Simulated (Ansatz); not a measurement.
Zr3Cu4Si6 in space group I4/mmm (No. 139; Pearson symbol tI26), r²SCAN in the plane-wave PAW code Ansatz, all energies at zero smearing, with the estimated change up to a 700 eV cutoff added, with one set of potentials and settings (totals compare only within such a set). Cell of 13 atoms (3 Zr, 6 Si, 4 Cu): -42951.471 eV.

| element | reference phase | E (eV/atom) |
|---|---|---|
| Zr | P6_3/mmc, 2 atoms in the cell | -4195.0260 |
| Si | Fd-3m, 2 atoms in the cell | -639.0667 |
| Cu | Fm-3m, 1 atoms in the cell | -6631.2396 |

Formation energy per atom, worked out: (-42951.471 − 3×(-4195.0260) − 6×(-639.0667) − 4×(-6631.2396))/13 = -0.541 eV/atom (-52 kJ per mol of atoms), at 0 K, without zero-point energy or fitted corrections.

The first step of the workflow began from a Materials Project structure, measured or hypothetical; the Crystallography Open Database files this formula in space group No. 139, but the cells were not matched. Its standing as an ambient phase is unchecked. The cell was relaxed with r²SCAN under the symmetry of its start; its stability against distortions is not shown here. The run is not spin-polarised. The references are the lowest solids computed at this level, not always the standard phases.

Potentials: the later of the program's two PAW sets.
